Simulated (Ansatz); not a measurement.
Below is a relaxed structure of CaC. The cell was found from a structure generator's guess, not taken from experiment.

Method: DFT PBE, scalar-relativistic, plane waves, PAW (Ansatz 0.2.0). Cutoff 420 eV, Γ-centred mesh, Gaussian smearing, no spin polarisation.

```yaml
crystal:
  lattice:
    - [3.86097, 0.00000, 0.00000]
    - [-1.93049, 3.34370, 0.00000]
    - [0.00000, 0.00000, 7.26210]
  atoms:
    - { symbol: Ca, position: [0.33333, 0.66667, 0.74039] }
    - { symbol: Ca, position: [0.66667, 0.33333, 0.25961] }
    - { symbol: C, position: [0.00000, 0.00000, 0.91236] }
    - { symbol: C, position: [0.00000, 0.00000, 0.08764] }
```

Energies over the elements count from the elements' standard structures at the same level, with no fitted energy shifts.

(1) What space group does it have?

(2) How far does it lie from the elements in energy?

(3) Is it a metal?

(4) From what recipe could a structure generator have reached it?

Results:

(1) P-3m1 (No. 164). Conventional cell: a = 3.861 Å, c = 7.262 Å. Around Ca lie 3 C at 2.56 Å; C has 1 C at 1.27 Å and 3 Ca at 2.56 Å.

(2) +0.08 eV/atom. The separate elements lie lower, so it is unstable against them.

(3) Yes, bands cross the Fermi level on the 12×12×6 mesh.

(4) One such recipe: 4-, 6-connected net, elements by coordination (P-3m1, No. 164). Other recipes can lead to the same cell.

The last run used a 12×12×6 mesh (in the run's order of axes) for its 4-atom cell and Gaussian smearing of 0.10 eV. The cell is a metal run without spin; a magnetic state may lie lower. The reference form of C is held partly by dispersion forces, which this level lacks. Symmetry constrained the relaxation, so the result can be a saddle point.
